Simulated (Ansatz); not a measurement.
Problem. Each is relaxed and computed with plane-wave PAW LDA (Ansatz code). Which alone has a direct gap?
A. NbSe2I2, C2/m (Nb on 4g, Se on 4i, Se on 4i, I on 8j)
B. SnSe, Pnma (Se on 4c, Sn on 4c)
C. SnCl2, Pnma (Sn on 4c, Cl on 4c, Cl on 4c)
D. CsSnI3, P4/mbm (Cs on 2d, Sn on 2b, I on 4h, I on 2a)

Solution. D, CsSnI3, P4/mbm (Cs on 2d, Sn on 2b, I on 4h, I on 2a). CsSnI3: gap 0.14 eV (direct); NbSe2I2: gap 0.74 eV (indirect); SnCl2: gap 2.85 eV (indirect); SnSe: gap 0.33 eV (indirect). Not the usual ambient phase: CsSnI3, P4/mbm (Cs on 2d, Sn on 2b, I on 4h, I on 2a). Standing as an ambient phase not checked: NbSe2I2, C2/m (Nb on 4g, Se on 4i, Se on 4i, I on 8j); SnCl2, Pnma (Sn on 4c, Cl on 4c, Cl on 4c). Weakly bound layers, chains or molecules computed without a dispersion correction, so cells and soft constants are ill determined: NbSe2I2, C2/m (Nb on 4g, Se on 4i, Se on 4i, I on 8j); SnCl2, Pnma (Sn on 4c, Cl on 4c, Cl on 4c); SnSe, Pnma (Se on 4c, Sn on 4c). All cells were relaxed under the symmetry of their starts (and spin orders); stability against distortions was not tested throughout. Rows with no word on spin ran without spin polarisation. Scalar-relativistic: spin–orbit coupling is off unless named, which matters more the heavier the elements.

Potentials: the later of the program's two PAW sets.
